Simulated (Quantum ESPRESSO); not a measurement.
# Band energies of RbScS2O8

```xyz
12
Lattice="5.0596 0.0000 0.0000 -2.5298 4.3818 0.0000 0.0000 0.0000 8.7685" Properties=species:S:1:pos:R:3 pbc="T T T"
O     -0.4296     1.5851     1.3274
O      1.3719     3.2172     1.3274
O     -0.9423     3.9613     1.3274
O      1.5875     0.4205     7.4411
O      2.1002     2.7967     7.4411
O      3.9017     1.1646     7.4411
O      0.0000     2.9212     3.3041
O      2.5298     1.4606     5.4644
S      0.0000     2.9212     1.8466
S      2.5298     1.4606     6.9219
Sc     0.0000     0.0000     0.0000
Rb     0.0000     0.0000     4.3843
```

norm-conserving PBEsol (Quantum ESPRESSO, 84 Ry, without SOC); path ΓMKΓALHA,LM,KH; energies in eV from the valence-band maximum.

| k (1/Å) | point | band 36 | band 37 | band 38 | band 39 | band 40 | band 41 | band 42 | band 43 |
|---|---|---|---|---|---|---|---|---|---|
| 0.00 | Γ | -0.45 | -0.32 | -0.32 | -0.06 | -0.06 | 4.40 | 4.57 | 4.57 |
| 0.48 |  | -0.62 | -0.48 | -0.35 | -0.17 | -0.02 | 4.35 | 4.48 | 4.68 |
| 0.72 | M | -0.67 | -0.46 | -0.31 | -0.24 | 0.00 | 4.41 | 4.41 | 4.70 |
| 0.92 |  | -0.69 | -0.56 | -0.28 | -0.22 | -0.06 | 4.41 | 4.42 | 4.68 |
| 1.13 | K | -0.71 | -0.71 | -0.22 | -0.22 | -0.14 | 4.42 | 4.42 | 4.67 |
| 1.34 |  | -0.67 | -0.60 | -0.31 | -0.16 | -0.10 | 4.37 | 4.46 | 4.68 |
| 1.75 |  | -0.51 | -0.38 | -0.34 | -0.08 | -0.06 | 4.37 | 4.56 | 4.60 |
| 1.96 | Γ | -0.45 | -0.32 | -0.32 | -0.06 | -0.06 | 4.40 | 4.57 | 4.57 |
| 1.96 | A | -0.46 | -0.37 | -0.37 | -0.01 | -0.01 | 4.42 | 4.56 | 4.56 |
| 2.14 |  | -0.50 | -0.39 | -0.36 | -0.04 | -0.02 | 4.38 | 4.56 | 4.61 |
| 2.50 |  | -0.66 | -0.43 | -0.32 | -0.20 | -0.04 | 4.36 | 4.47 | 4.69 |
| 2.68 | L | -0.69 | -0.42 | -0.30 | -0.25 | -0.04 | 4.41 | 4.41 | 4.70 |
| 2.88 |  | -0.70 | -0.51 | -0.29 | -0.25 | -0.11 | 4.41 | 4.42 | 4.69 |
| 3.09 | H | -0.71 | -0.64 | -0.27 | -0.22 | -0.22 | 4.41 | 4.41 | 4.67 |
| 3.21 |  | -0.70 | -0.59 | -0.29 | -0.22 | -0.19 | 4.40 | 4.43 | 4.68 |
| 3.56 |  | -0.58 | -0.45 | -0.35 | -0.09 | -0.06 | 4.34 | 4.53 | 4.66 |
| 3.80 |  | -0.48 | -0.38 | -0.36 | -0.02 | -0.02 | 4.39 | 4.56 | 4.59 |
| 3.92 | A | -0.46 | -0.37 | -0.37 | -0.01 | -0.01 | 4.42 | 4.56 | 4.56 |
| 3.92 | L | -0.69 | -0.42 | -0.30 | -0.25 | -0.04 | 4.41 | 4.41 | 4.70 |
| 4.28 | M | -0.67 | -0.46 | -0.31 | -0.24 | 0.00 | 4.41 | 4.41 | 4.70 |
| 4.28 | K | -0.71 | -0.71 | -0.22 | -0.22 | -0.14 | 4.42 | 4.42 | 4.67 |
| 4.63 | H | -0.71 | -0.64 | -0.27 | -0.22 | -0.22 | 4.41 | 4.41 | 4.67 |

The PBEsol gap is indirect, 4.34 eV, from M to 50 % of the way from K to Γ; the smallest direct gap is 4.37 eV. Another valence and conduction extremum on the path lies within 0.02 eV, too close to call.

Geometry of the Materials Project entry, not relaxed at this level.

The structure is a Materials Project entry; no match was found in the copy of COD used, and its stability was not checked.
